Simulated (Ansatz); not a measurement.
Here is the system:

LaIr$_{2}$:
```cif
data_Ir16La8
_chemical_formula_sum 'La8 Ir16'
_space_group_name_H-M_alt 'Fd-3m :1'
_space_group_IT_number 227
_space_group_name_Hall 'F 4d 2 3 -1d'
_cell_length_a 7.70192
_cell_length_b 7.70192
_cell_length_c 7.70192
_cell_angle_alpha 90.000
_cell_angle_beta 90.000
_cell_angle_gamma 90.000
loop_
_atom_site_label
_atom_site_type_symbol
_atom_site_symmetry_multiplicity
_atom_site_Wyckoff_symbol
_atom_site_fract_x
_atom_site_fract_y
_atom_site_fract_z
_atom_site_occupancy
La1 La 8 b 0.50000 0.50000 0.50000 1
Ir1 Ir 16 c 0.12500 0.12500 0.12500 1
```
(The calculation used a cell of 6 atoms; values per cell refer to that cell.)

This is the r²SCAN-relaxed structure.

Task: All from r²SCAN in the plane-wave PAW code Ansatz, unless another level is named. Estimate the formation energy from the elements (no fitted shifts).

Result: -0.78 eV/atom.

Task: Give the density of states at the Fermi level.

Result: 0.29 states/eV per atom (mean over ±0.08 eV).

The workflow started from a Materials Project entry (that database holds measured and hypothetical structures alike); the Crystallography Open Database files this formula in space group No. 227, but the cells were not matched. Whether it is the stable phase at ambient conditions was not checked. Symmetry was held in the r²SCAN relaxation; whether a distortion lowers the energy is not shown. The run is not spin-polarised. The references are the lowest solids computed at this level, not always the standard phases. Scalar-relativistic: spin–orbit coupling is off unless named, which matters more the heavier the elements.

Potentials: the later of the program's two PAW sets.
